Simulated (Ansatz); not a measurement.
DFT+U series on EuSn₃ (Pm-3m)

```xyz
4
Lattice="4.7644 0.0000 0.0000 0.0000 4.7644 0.0000 0.0000 0.0000 4.7644" Properties=species:S:1:pos:R:3 pbc="T T T"
Eu    0.0000    0.0000    0.0000
Sn    0.0000    2.3822    2.3822
Sn    2.3822    2.3822    0.0000
Sn    2.3822    0.0000    2.3822
```

The geometry is a structure from the Materials Project, held fixed and not relaxed.

The runs share LDA, 6×6×6 k mesh, Fermi–Dirac smearing of 0.05 eV. PAW means Ansatz 0.2.0 on its default frozen-core files; LAPW is all-electron LAPW in Ansatz 0.2.0. Site moments are integrated in spheres about the atoms, whose radii differ between the methods. Start moments of the first PAW run (μB): Eu1 7.

U is Dudarev's effective value on Löwdin-orthogonalised free-atom orbitals with fully localised double counting, unless a row says otherwise (a row with U and J takes Liechtenstein's form); the search for lower states is left at its default. Gaps are Kohn–Sham gaps on the k mesh over both spins.

```tsv
run	largest site moment PAW (μB)	largest site moment LAPW (μB)	gap PAW (eV)	gap LAPW (eV)	Eu f electrons PAW	electrons LAPW	P PAW (GPa)	P LAPW (GPa)
no U	6.71	6.79	metal	metal	6.81	6.79	-4.3	-4.2
U = 1.5 eV on Eu f	6.79	6.87	metal	metal	6.85	6.86	-3.9	-3.8
U = 3 eV on Eu f	6.85	6.93	metal	metal	6.90	6.90	-3.6	-3.5
U = 4.5 eV on Eu f	6.89	6.97	metal	metal	6.94	6.94	-3.3	-3.3
U = 7 eV on Eu f	6.93	7.01	metal	metal	6.97	6.97	-3.0	-2.9
U = 3 eV on Eu f, standard search for lower states	6.85	–	metal	–	6.90	–	-3.6	–
```

The PAW files were made with PBE; the program remakes their cores once for the run's functional and then keeps them frozen. Spin–orbit coupling is left out although heavy atoms are present. In at least one run the program's final test of stability wasn't made or came to no verdict. With open f shells a run can end in a state that isn't the lowest. These are results for the start and cell typed. The real compound can order otherwise, in a larger cell, or not at all, since semilocal functionals without spin fluctuations often overstate magnetism; near a collapse of the moment, mesh and smearing move it by tens of per cent.
